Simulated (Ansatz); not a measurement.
A trial cell of Re3Te, before relaxation:

```cif
data_structure
_symmetry_space_group_name_H-M 'P 1'
_symmetry_Int_Tables_number 1
_cell_length_a 4.2310
_cell_length_b 4.2310
_cell_length_c 4.2310
_cell_angle_alpha 90.000
_cell_angle_beta 90.000
_cell_angle_gamma 90.000
_cell_volume 75.74
loop_
_atom_site_label
_atom_site_type_symbol
_atom_site_fract_x
_atom_site_fract_y
_atom_site_fract_z
_atom_site_occupancy
Re1 Re 0.50000 0.50000 0.00000 1
Re2 Re 0.50000 0.00000 0.50000 1
Re3 Re 0.00000 0.50000 0.50000 1
Te1 Te 0.00000 0.00000 0.00000 1
```

Computed with DFT PBE, scalar-relativistic, plane waves, PAW (Ansatz). Cutoff 420 eV, Gaussian smearing, Γ-centred meshes. Cell and atoms relax first on a coarse mesh and then on a finer one. In between, the cell is made exact in the group found at 0.06 Å. In metals the finer mesh still leaves noise of several meV/atom or more. The steps can't lower the symmetry of their start. No spin polarisation in the relaxation; trial moments died out in a coarse test.

A guess keeps its type if space group and coordination stay and the shape of the cell changes little (axis ratios within about 15 %, angles within 6°); the volume may change.

Question: Does this structure survive the relaxation?

Answer: It keeps its type: symmetry leaves only the cell edge free. The symmetry stays Pm-3m (No. 221). The end has the Cu3Au (L1_2) type. The volume per atom shrinks by 13.5 %, from 18.9 to 16.4 Å³. The shortest distance goes from 2.99 Å (Re–Te and Re–Re) to 2.85 Å (Re–Te and Re–Re). Counting neighbours within 15 % of an atom's shortest distance, the start has Re 12, Te 12 and the end Re 12, Te 12.

Formation energies are uncorrected and refer to the elements' standard structures at the same level.

Question: At what energy does it end?

Answer: +1.11 eV/atom. The separate elements lie lower, so it is unstable against them.

The last run used a 12×12×12 mesh for its 4-atom cell and Gaussian smearing of 0.10 eV. Spin–orbit coupling, which can matter for Re and Te, is left out. The reference form of Te is held partly by dispersion forces, which this level lacks. A structure relaxed within its symmetry needn't be a true minimum.
